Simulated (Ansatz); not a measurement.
SnSe (GeS type, space group Pnma)

```xyz
8
Lattice="11.5358 0.0000 0.0000 0.0000 4.1209 0.0000 0.0000 0.0000 4.5782" Properties=species:S:1:pos:R:3 pbc="T T T"
Sn     1.3611     1.0302     0.5333
Sn     4.4068     3.0907     2.8224
Sn    10.1747     3.0907     4.0449
Sn     7.1290     1.0302     1.7558
Se     9.8461     1.0302     2.2219
Se     7.4576     3.0907     4.5110
Se     1.6897     3.0907     2.3563
Se     4.0782     1.0302     0.0672
```

E(V) scan at fixed shape, V₀ the volume above. The atoms relax within the cell's symmetry.

These are r2SCAN+rVV10 (plane waves to 500 eV, PAW, scalar-relativistic; Ansatz, a program for electronic structure) values and carry that method's errors. k mesh 3×8×7 (Γ-centred), Fermi-Dirac smearing 0.05 eV. Stress and pressure are positive under compression. SnSe was relaxed with its symmetry unable to fall.

At one point of the scan the stress tensor (GPa) is:

```
  -0.85     0.00     0.00
   0.00    -1.30     0.00
   0.00     0.00    -0.88
```

Q: Which point is it?
A. V/V₀ = 1.048
B. V/V₀ = 1.024
C. V/V₀ = 1.036
D. V/V₀ = 1.060

A: C, V/V₀ = 1.036

(A scan under strain: stresses follow from slopes of the energy per volume, elastic moduli from its curvatures.)
